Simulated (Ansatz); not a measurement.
Zr3Cd2: strain energy, fitted

Zr3Cd2, P4/mmm, a = 5.502 Å, c = 5.091 Å. The structure is a COD entry; whether it is the stable form wasn't checked. Ansatz: PBEsol, PAW, 420 eV, Γ-centred 8×8×8 mesh on 5 atoms, Gaussian smearing 0.10 eV; no spin polarisation. Series: uniaxial strain along c, with a, b and atoms relaxed; x is the strain in per cent. y is the free energy over the unstrained cell, V0 = 30.818 Å³/atom.

| x (%) | y (meV/atom) |
| --- | --- |
| -4.5 | 23.30 |
| -3.0 | 9.73 |
| -1.5 | 2.29 |
| 0.0 | 0.00 |
| 1.5 | ? |
| 3.0 | 7.58 |
| 4.5 | 16.01 |

**Question.** Fit y = c2 x² + c3 x³ to the other rows, turn c2 into a modulus, and predict the missing energy.

**Answer.** Least squares on the rows shown. y = 0.96908 x² − 0.039980 x³. In eV per unit strain² c2 is 9.691; this is Young's modulus along the axis (E = ½ Y V0 ε²): 2 × 9.691 × 160.2 / (30.818) = 101 GPa. At x = 1.5 the fit asked for gives 2.05 meV/atom. The run gave 2.02 meV/atom, so the fit is 0.03 meV/atom too high, within the rms miss on the fitted rows (0.05 meV/atom).